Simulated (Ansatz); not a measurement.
Data:

BaMg2Sb2:
```yaml
crystal:
  lattice:
    - [4.79024, 0.00000, 0.00000]
    - [-2.39512, 4.14847, 0.00000]
    - [0.00000, 0.00000, 8.19244]
  atoms:
    - { symbol: Ba, position: [0.00000, 0.00000, 0.00000] }
    - { symbol: Mg, position: [0.66667, 0.33333, 0.37677] }
    - { symbol: Mg, position: [0.33333, 0.66667, 0.62323] }
    - { symbol: Sb, position: [0.66667, 0.33333, 0.73067] }
    - { symbol: Sb, position: [0.33333, 0.66667, 0.26933] }
```

This is the r²SCAN-relaxed structure. Cartesian axes are those of the cell as given.

Q: All from the program Ansatz at the r²SCAN level (PAW), unless another level is named. Estimate the hole effective mass, band 1 of 2 at the edge.

A: 0.60 along x, 0.64 along z (mₑ).

Q: Predict the gap with spin–orbit coupling.

A: 1.00 eV.

Q: Next, the smallest direct gap on the standard path?

A: 1.97 eV.

Space group P-3m1. The first step of the workflow began from a Materials Project structure, measured or hypothetical; the Crystallography Open Database files this formula in space group No. 164, but the cells were not matched. Its standing as an ambient phase is unchecked. The cell was relaxed with r²SCAN under the symmetry of its start; whether a distortion lowers the energy is not shown. Spin–orbit coupling is left out wherever it is not named.

Potentials: the later of the program's two PAW sets.
